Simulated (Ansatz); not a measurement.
Before relaxation, 1 H2O2 a cell, upright, over a top O site (HfO$_{2}$, Fm-3m (No. 225), (1 1 0) face):

```xyz
28
Lattice="7.1741 0.0000 0.0000 0.0000 5.0729 0.0000 0.0000 0.0000 25.7041" Properties=species:S:1:pos:R:3 pbc="T T T"
Hf    1.7935    2.5364    8.0000
Hf    5.3806    2.5364    8.0000
O     3.5871    3.8047    8.0000
O     0.0000    3.8047    8.0000
O     3.5871    1.2682    8.0000
O     0.0000    1.2682    8.0000
Hf    3.5871    0.0000    9.7935
Hf    0.0000    0.0000    9.7935
O     5.3806    1.2682    9.7935
O     1.7935    1.2682    9.7935
O     5.3806    3.8047    9.7935
O     1.7935    3.8047    9.7935
Hf    5.3806    2.5364   11.7885
Hf    1.7935    2.5364   11.7885
O     0.0000    3.7931   11.6242
O     3.5871    3.7931   11.6242
O     0.0000    1.2798   11.6242
O     3.5871    1.2798   11.6242
Hf    0.0000    0.0000   13.2003
Hf    3.5871    0.0000   13.2003
O     1.7935    1.2210   13.4498
O     5.3806    1.2210   13.4498
O     1.7935    3.8518   13.4498
O     5.3806    3.8518   13.4498
O     5.4050    1.8558   17.7563
O     4.7470    1.6955   16.6268
H     5.0608    1.1431   18.3533
H     5.3806    1.2210   16.0298
```

These are results of Ansatz, DFT PBE+D3(BJ), scalar-relativistic, plane waves, PAW, not measurements. Settings: cutoff 420 eV, Γ-centred mesh 2×3×1 on the computed 28-atom cell, Gaussian smearing of 0.05 eV; no spin polarisation. A dipole correction removes the field between periodic images along c.

Atoms 1, 2, 3, 4, 5, 6, 7, 8, 9, 10, 11, 12 (counted from 1) are held. The cell is fixed. Force threshold 0.04 eV/Å.

```csv
step,E − E_final (eV),largest force (eV/Å)
1,2.037,4.898
2,1.739,2.298
3,1.609,0.988
4,1.543,0.631
5,1.479,0.529
6,1.409,0.227
7,1.346,0.199
8,1.296,0.220
9,1.266,0.296
10,1.244,0.184
11,1.215,0.160
12,1.170,0.187
13,1.112,0.170
14,1.050,0.159
15,0.988,0.200
16,0.916,0.283
17,0.838,0.425
18,0.767,0.641
19,0.660,0.816
20,0.480,1.081
21,0.409,2.086
22,0.160,0.620
23,0.109,0.953
24,0.082,0.920
25,0.149,2.200
26,0.051,0.433
27,0.044,0.184
28,0.042,0.097
29,0.040,0.157
30,0.037,0.270
```

(1) What is the final structure?

The end is the local minimum or symmetric point that this start leads to. The slab is only 5.4 Å thick, so the energy isn't converged with thickness.

Spin–orbit coupling is left out, which can shift energies with elements as heavy as these.

Results:

(1)
```yaml
crystal:
  lattice:
    - [7.17414, 0.00000, 0.00000]
    - [0.00000, 5.07288, 0.00000]
    - [0.00000, 0.00000, 25.70411]
  atoms:
    - { symbol: Hf, position: [0.25000, 0.50000, 0.31123] }
    - { symbol: Hf, position: [0.75000, 0.50000, 0.31123] }
    - { symbol: O, position: [0.50000, 0.75000, 0.31123] }
    - { symbol: O, position: [0.00000, 0.75000, 0.31123] }
    - { symbol: O, position: [0.50000, 0.25000, 0.31123] }
    - { symbol: O, position: [0.00000, 0.25000, 0.31123] }
    - { symbol: Hf, position: [0.50000, 0.00000, 0.38101] }
    - { symbol: Hf, position: [0.00000, 0.00000, 0.38101] }
    - { symbol: O, position: [0.75000, 0.25000, 0.38101] }
    - { symbol: O, position: [0.25000, 0.25000, 0.38101] }
    - { symbol: O, position: [0.75000, 0.75000, 0.38101] }
    - { symbol: O, position: [0.25000, 0.75000, 0.38101] }
    - { symbol: Hf, position: [0.74779, 0.50915, 0.45407] }
    - { symbol: Hf, position: [0.24948, 0.48274, 0.45586] }
    - { symbol: O, position: [0.00686, 0.72458, 0.45018] }
    - { symbol: O, position: [0.48729, 0.72089, 0.45086] }
    - { symbol: O, position: [0.98968, 0.22550, 0.44980] }
    - { symbol: O, position: [0.51984, 0.22840, 0.45671] }
    - { symbol: Hf, position: [0.00324, 0.98457, 0.51296] }
    - { symbol: Hf, position: [0.46978, 0.97127, 0.51921] }
    - { symbol: O, position: [0.24259, 0.23094, 0.51924] }
    - { symbol: O, position: [0.82801, 0.32132, 0.52950] }
    - { symbol: O, position: [0.23718, 0.73909, 0.52481] }
    - { symbol: O, position: [0.74196, 0.80767, 0.51443] }
    - { symbol: O, position: [0.70967, 0.97663, 0.61754] }
    - { symbol: O, position: [0.53767, 0.07591, 0.59382] }
    - { symbol: H, position: [0.69121, 0.04326, 0.65274] }
    - { symbol: H, position: [0.76750, 0.36992, 0.56184] }
```

The reference crystal is the fluorite-type form of HfO2, which isn't its usual structure.

Cost: 1 run of about 29 core-minutes, on Intel Xeon 6975P-C (Granite Rapids) (shared hosts).